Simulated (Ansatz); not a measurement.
A: CuI (zinc blende), a = 6.079 Å, b = 6.079 Å, c = 6.079 Å, α = 90.00°, β = 90.00°, γ = 90.00°
B: AlAs (zinc blende), a = b = c = 5.728 Å, α = β = γ = 90.00°
C: TiC (rock salt), a = 4.3330 Å, b = 4.3330 Å, c = 4.3330 Å, α = 90.00°, β = 90.00°, γ = 90.00°
D: BAs (zinc blende), a = b = c = 4.8093 Å, α = β = γ = 90.00°
E: VN (rock salt), a = b = c = 4.117 Å, α = β = γ = 90.00°

Scan: energy against volume (even scaling of the relaxed cell, symmetry kept). One method and one kind of scan serve all of them; meshes and ranges differ. All were relaxed with their symmetry unable to fall. CuI is run without spin polarisation. Spin-orbit coupling is left out. TiC is run without spin polarisation. VN is run without spin polarisation.

### Question
Rank these by bulk modulus (fitted) (lowest first), as PBE (plane waves to 420 eV, PAW, scalar-relativistic; Ansatz, a program for electronic structure) gives it.

### Answer
A (38.9 GPa), B (66.9 GPa), D (131 GPa), C (250 GPa), E (314 GPa)

(Under strain, the slope of the energy per volume gives the stress and its curvature an elastic modulus.)
